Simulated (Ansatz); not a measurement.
YHSe:
```xyz
3
Lattice="3.7942 0.0000 0.0000 -1.8971 3.2859 0.0000 0.0000 0.0000 3.8513" Properties=species:S:1:pos:R:3 pbc="T T T"
Y      0.0000     0.0000     0.0000
H      0.0000     2.1906     0.0000
Se     1.8971     1.0953     1.9257
```

The program Ansatz at the PBEsol level (PAW) gives a gap of 1.36 eV without spin–orbit coupling, maximum at A, minimum at Γ.

Problem. What happens when spin–orbit coupling is switched on?

Solution. The gap falls by 0.01 eV, to 1.35 eV; maximum at A, minimum at Γ.

Problem. Give the electron effective mass with spin–orbit coupling.

Solution. 0.19, 0.19, 0.59 mₑ (principal values).

Problem. Give the hole effective mass with spin–orbit coupling.

Solution. 0.13, 0.13, 0.94 mₑ (principal values).

Space group P-6m2. The workflow started from a Materials Project entry (that database holds measured and hypothetical structures alike); the Crystallography Open Database copy checked does not list it. Whether it is the stable phase at ambient conditions was not checked. The cell was relaxed with PBEsol under the symmetry of its start; its stability against distortions is not shown here. No spin polarisation was allowed.

Potentials: the later of the program's two PAW sets.
